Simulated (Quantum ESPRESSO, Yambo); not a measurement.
SiC (2H, space group P6_3mc, No. 186) under isotropic strain (on all lattice vectors), counted from the cell relaxed with PBEsol, atoms relaxed at each step. PBEsol (Quantum ESPRESSO, PseudoDojo norm-conserving, 82 Ry, scalar-relativistic); G0W0 in Yambo (6×6×4 Γ-centred k mesh, 76 bands and a 8 Ry block in the screening, 76 bands in G with the Bruneval-Gonze terminator, plasmon pole fitted at 27.2 eV).

| strain (%) | PBEsol gap (eV) | kind | G0W0 direct gap (eV) |
|---|---|---|---|
| -3 | 1.95 | indirect | 5.12 at M |
| -1.5 | 2.04 | indirect | 4.99 at M |
| -0.7 | 2.09 | indirect | 4.92 at M |
| 0 | 2.12 | indirect | 4.88 at M |
| +1 | … | indirect | … |
| +2 | 2.23 | indirect | 4.71 at M |

Problem. Estimate the withheld gaps from the other strains; the computed values follow.

Solution. 
- +1, PBEsol gap (eV): 2.18
- +1, G0W0 direct gap (eV): 4.79 at M

GW, BSE and RPA settings are held fixed; their convergence isn't established. Strains are linear. The screening block changes size along the series (111 vectors at -3 %, 111 vectors at -1.5 %, 111 vectors at -0.7 %, 123 vectors at +0 %, 123 vectors at +1 %, 123 vectors at +2 %), which puts steps into the G0W0 values.  Axes are Cartesian, with cell vectors (Å) (3.08, 0.00, 0.00), (-1.54, 2.66, 0.00), (0.00, 0.00, 5.05).
